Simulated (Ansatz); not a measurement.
**Elastic constants of CsNbS₃ at 2.3 GPa (stress–strain coefficients): input and output**

Computed with DFT PBE, scalar-relativistic, plane waves, PAW (Ansatz).

Launched with:
```bash
ansatz run input.yaml --threads 1 --pin off --max-ram 2560MiB --backend cpu --events-out ev --progress --plain --runs-dir out
```

Input (bare energies are in eV):
```yaml
crystal:
  lattice:
    - [4.8954, 0.0, 0.0]
    - [0.0, 4.8954, 0.0]
    - [0.0, 0.0, 4.8954]
  atoms:
    - { symbol: Cs, position: [0.0, 0.0, 0.0] }
    - { symbol: Nb, position: [0.5, 0.5, 0.5] }
    - { symbol: S, position: [0.5, 0.5, 0.0] }
    - { symbol: S, position: [0.5, 0.0, 0.5] }
    - { symbol: S, position: [0.0, 0.5, 0.5] }
basis:
  ecutwfc: 420
kpoints:
  mp_grid: { grid: [8, 8, 8] }
hamiltonian:
  xc: pbe
scf:
  occupations: { method: fermi_dirac, width: 0.15 }
output:
  forces: true
  stress: true
  eigenvalues: true
elastic:
  mode: relaxed_ion
  amplitude: 0.005
  stencil: two_point
```

From the output:
```
--- Elastic constants: 2 strain directions × 2 members + reference (group order 48) ---
  dense FFT box of the reference and of every strained cell: 36×36×36
  strains applied: 11, 23; error gains: componentwise 1.00 (the most a stress slope's error grows in a printed constant), spectral 1.73 (1 for all six strains in a standard setting)
  C = ∂σ_k/∂η_j (tension-positive GPa; Voigt order 11 22 33 23 13 12):
       167.595     42.003     42.003     -0.000     -0.000     -0.000
        42.003    167.595     42.003     -0.000     -0.000     -0.000
        42.003     42.003    167.595     -0.000     -0.000     -0.000
        -0.000     -0.000      0.000     39.553     -0.000      0.000
         0.000      0.000     -0.000      0.000     39.553     -0.000
         0.000     -0.000     -0.000      0.000      0.000     39.553
  reference stress σ⁰ (GPa):     -2.336     -2.336     -2.336     -0.000      0.000     -0.000
  C* (energy form; C + prestress term) asymmetry max|C*_kj − C*_jk| = 1.421e-14 GPa — a small one proves nothing (zero by symmetry where the batch's group is 432, −43m or m−3m); a large one is finite-difference/SCF noise where every solve ...
  moduli (Voigt/Reuss/Hill, GPa): K = 83.87/83.87/83.87   G = 48.85/46.43/47.64   E = 120.16   ν = 0.261
  mechanically stable: yes (min eigenvalue of sym C = 39.55 GPa)
  strain η (Voigt 11):  stress-route row diagonal C_11 = 167.59 GPa, energy-path curvature d²(F+E_count+ΔE)/dδ²/Ω₀ = 167.56 GPa
         δ    σ_11 (GPa) F (eV) n_scf n_hpsi n_pw
    -5.000e-3      -3.1959      -12933.9942207      11   44947   2301   relax 0 steps, max|allowed force component| 1.89e-29 eV/Å
     5.000e-3      -1.5200      -12934.0113766       8   35651   2325   relax 0 steps, max|allowed force component| 2.04e-29 eV/Å
  strain η (Voigt 23):  stress-route row diagonal C_44 = 39.55 GPa, energy-path curvature d²(F+E_count+ΔE)/dδ²/Ω₀ = 40.72 GPa
         δ    σ_23 (GPa) F (eV) n_scf n_hpsi n_pw
    -5.000e-3      -0.1978      -12934.0039601       9   55185   2313   relax 0 steps, max|allowed force component| 2.29e-29 eV/Å
     5.000e-3       0.1978      -12934.0039601       8   49865   2313   relax 0 steps, max|allowed force component| 5.01e-30 eV/Å
```

Time: 47 s on 1 thread of Intel(R) Xeon(R) 6975P-C (Granite Rapids), with other jobs on the host, peak memory 0.7 GiB.

The cell is the ideal cubic perovskite prototype; whether it is the stable structure of this composition wasn't checked. In a metal, frequencies and elastic constants depend on the k mesh and the smearing, soft modes and shear constants most. Spin–orbit coupling is left out, which matters for heavy elements. A semilocal functional can close a gap that the real compound has.